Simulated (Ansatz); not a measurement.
# SrLiBr₃: rattling a relaxed structure

It was reached by relaxing an invented guess, and it needn't be the stable form of this composition.

Method: DFT PBE, scalar-relativistic, plane waves, PAW (Ansatz). Settings: cutoff 420 eV, Γ-centred mesh 4×4×6 on the computed 10-atom cell, Gaussian smearing of 0.02 eV; no spin polarisation.

The cell below (10 atoms, space group P4/mbm (No. 127)) is relaxed within its symmetry.

```xyz
10
Lattice="7.3593 0.0000 0.0000 0.0000 7.3593 0.0000 0.0000 0.0000 5.1592" Properties=species:S:1:pos:R:3 pbc="T T T"
Li    3.6797    3.6797    0.0000
Li    0.0000    0.0000    0.0000
Sr    0.0000    3.6797    2.5796
Sr    3.6797    0.0000    2.5796
Br    6.0731    2.3935    0.0000
Br    4.9658    6.0731    0.0000
Br    3.6797    3.6797    2.5796
Br    1.2862    4.9658    0.0000
Br    2.3935    1.2862    0.0000
Br    0.0000    0.0000    2.5796
```

For the test it was strained at random (σ = 1.5 % a component), the atoms were moved at random (σ = 0.05 Å), and all was relaxed again on a coarse 4×2×2 mesh (in the run’s order of axes) with 0.10 eV smearing, with no symmetry imposed.

**Question.** Is the structure stable against such a distortion?

**Answer.** It doesn't return. The energy falls by 87 meV/atom on that mesh, the volume changes by 11.3 %, and the end has space group Pmc2_1 (No. 26) at a loose tolerance. Relaxed again on a 6×4×4 mesh with 0.02 eV smearing, the new structure lies 87 meV/atom below the first (mesh in the axes of the run's cell; the cell below is made exact in the group named). Space group Pmc2_1 (No. 26), orthorhombic, a = 4.401 Å, b = 8.638 Å, c = 8.210 Å. Around Li lie 4 Br at 2.53–2.60 Å; Sr has 8 Br at 3.18–3.29 Å; Br on its first site has 2 Li at 2.57–2.60 Å, 2 Sr at 3.18 Å and 3 Br at 3.64–3.82 Å; Br on its second site has 2 Li at 2.53 Å and 2 Sr at 3.22–3.23 Å; 1 more site not described.

Space group Pmc2_1 (No. 26). a = 4.401 Å, b = 8.638 Å, c = 8.210 Å, α = 90.00°, β = 90.00°, γ = 90.00°
```json
{"atom": "Li", "site": "2b", "symmetry": "m..", "x": "0.5000", "y": "0.3827", "z": "0.5536"}
{"atom": "Sr", "site": "2a", "symmetry": "m..", "x": "0.0000", "y": "0.8908", "z": "0.3819"}
{"atom": "Br", "site": "2b", "symmetry": "m..", "x": "0.5000", "y": "0.6246", "z": "0.3706"}
{"atom": "Br", "site": "2a", "symmetry": "m..", "x": "0.0000", "y": "0.2426", "z": "0.5163"}
{"atom": "Br", "site": "2b", "symmetry": "m..", "x": "0.5000", "y": "0.9281", "z": "0.6776"}
```
